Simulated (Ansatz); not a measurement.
Relaxed-ion elastic tensor of BaHI in space group P4/nmm (No. 129; Ba on 2c, H on 2a, I on 2c) in GPa (Voigt order), plane-wave PAW r²SCAN (Ansatz code); density 5.01 g/cm³, 29.28 Å³ per atom.

```
51.1  20.1  19.0   0.0   0.0   0.0
20.1  51.1  19.0   0.0   0.0   0.0
19.0  19.0  29.4   0.0   0.0   0.0
 0.0   0.0   0.0  18.5   0.0   0.0
 0.0   0.0   0.0   0.0  18.5   0.0
 0.0   0.0   0.0   0.0   0.0  22.6
```

### Question
Is the crystal mechanically stable?

### Answer
Yes: the smallest eigenvalue of C is 16.3 GPa.

### Question
Work out the Voigt, Reuss and Hill averages.

### Answer
K_V = 27.5, K_R = 25.4, K_H = 26.4; G_V = 16.8, G_R = 14.8, G_H = 15.8 GPa.

### Question
Give Young's modulus, Poisson's ratio, Pugh's ratio and the universal anisotropy index.

### Answer
E = 9KG/(3K + G) = 39.6 GPa; ν = 0.25; K/G = 1.67 (near the Pugh limit of 1.75, no verdict); A_U = 5G_V/G_R + K_V/K_R − 6 = 0.76.

### Question
Estimate the sound speeds and the Debye temperature.

### Answer
v_l = √((K + 4G/3)/ρ) = 3080 m/s, v_t = √(G/ρ) = 1780 m/s, mean 1970 m/s; Θ = (h/k)(3n/4πV)^(1/3) v_m = 190 K.

### Question
Solve the Christoffel equation for the three sound speeds along x, y, z.

### Answer
Eigenvalues of C_ijkl n_j n_l equal ρv². In km/s, slowest first: x 1.92, 2.12, 3.19; y 1.92, 2.12, 3.19; z 1.92, 1.92, 2.42.

### Question
How much does each axis shrink under pressure?

### Answer
Linear compressibilities β_i = Σ_j S_ij (j = 1 to 3): x 7.6, y 7.6, z 24 per TPa.

The workflow started from a Materials Project entry (that database holds measured and hypothetical structures alike); the Crystallography Open Database files this formula in space group No. 129, but the cells were not matched. Whether it is the stable phase at ambient conditions was not checked. The r²SCAN relaxation kept the symmetry of its start; of distortions, only those at the zone centre were tested. Spin–orbit coupling is left out wherever it is not named.

Potentials: the later of the program's two PAW sets.
